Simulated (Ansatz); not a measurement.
Ti$_{2}$H: clamped-ion strain scan

All numbers below come from DFT r2SCAN, scalar-relativistic, plane waves, PAW (Ansatz 0.2.0). The runs took a 500 eV cutoff, a Γ-centred 12×12×12 mesh and Gaussian smearing (0.15 eV). No spin polarisation. Energies are free energies at this smearing, counted from the undisturbed cell; pressure is positive in compression.

The starting cell (relaxed at this level; it needn't be the usual structure):

```yaml
crystal:
  lattice:
    - [4.22532, 0.00000, 0.00000]
    - [0.00000, 4.22532, 0.00000]
    - [0.00000, 0.00000, 4.22532]
  atoms:
    - { symbol: Ti, position: [0.25000, 0.75000, 0.25000] }
    - { symbol: Ti, position: [0.75000, 0.25000, 0.25000] }
    - { symbol: Ti, position: [0.25000, 0.25000, 0.75000] }
    - { symbol: Ti, position: [0.75000, 0.75000, 0.75000] }
    - { symbol: H, position: [0.00000, 0.00000, 0.00000] }
    - { symbol: H, position: [0.50000, 0.50000, 0.50000] }
```

The cell is strained by ε times the Voigt pattern (0, 0, 1, 0, 0, 0) (xx, yy, zz, yz, xz, xy; engineering shear) with fractional coordinates fixed. The cell is metallic on the mesh throughout.

```
      ε  ΔE (meV/atom) stress summed along the pattern (GPa, tension positive) pressure (GPa)
-0.1000           63.1                                                   -16.40            15.4
-0.0500           15.5                                                    -7.96             7.0
 0.0000            0.0                                                    -0.04             0.0
 0.0250            3.6                                                     3.69            -3.0
 0.0750           31.8                                                    10.52            -8.1
 0.1000           55.5                                                    13.60           -10.2
```

Cost: 6 runs of about 2.9 core-minutes in all, on Intel Xeon Platinum 8488C (Sapphire Rapids) (shared hosts).